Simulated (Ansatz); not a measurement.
ReB2:
```yaml
crystal:
  lattice:
    - [2.90229, 0.00000, 0.00000]
    - [-1.45115, 2.51346, 0.00000]
    - [0.00000, 0.00000, 7.46240]
  atoms:
    - { symbol: Re, position: [0.33333, 0.66667, 0.25000] }
    - { symbol: Re, position: [0.66667, 0.33333, 0.75000] }
    - { symbol: B, position: [0.33333, 0.66667, 0.54800] }
    - { symbol: B, position: [0.66667, 0.33333, 0.04800] }
    - { symbol: B, position: [0.33333, 0.66667, 0.95200] }
    - { symbol: B, position: [0.66667, 0.33333, 0.45200] }
```

Relaxed with r²SCAN.

### Question
Tabulate the valence density and the electron localisation function along the shortest Re–Re contact (2.90 Å), DFT-r²SCAN in the program Ansatz with PAW potentials.

### Answer


```tsv
distance from Re (Å)	density (e/Å³)	ELF
0.29	6.89	0.57
0.44	6.08	0.72
0.58	4.27	0.71
0.73	2.42	0.58
0.87	1.22	0.37
1.02	0.66	0.24
1.16	0.45	0.25
1.31	0.38	0.34
1.45	0.36	0.40
1.60	0.38	0.34
1.74	0.45	0.25
1.89	0.66	0.24
2.03	1.22	0.37
2.18	2.42	0.58
2.32	4.27	0.71
2.47	6.08	0.72
2.61	6.89	0.57
```

The density is the valence pseudo-density with augmentation charge, so density and ELF within about 1 Å of a nucleus are not all-electron values.

Space group P6_3/mmc. The workflow started from an entry of the Crystallography Open Database (COD). Whether it is the stable phase at ambient conditions was not checked. The cell was relaxed with r²SCAN under the symmetry of its start; its stability against distortions is not shown here. No spin polarisation was allowed. Scalar-relativistic: spin–orbit coupling is off unless named, which matters more the heavier the elements.

Potentials: the later of the program's two PAW sets.
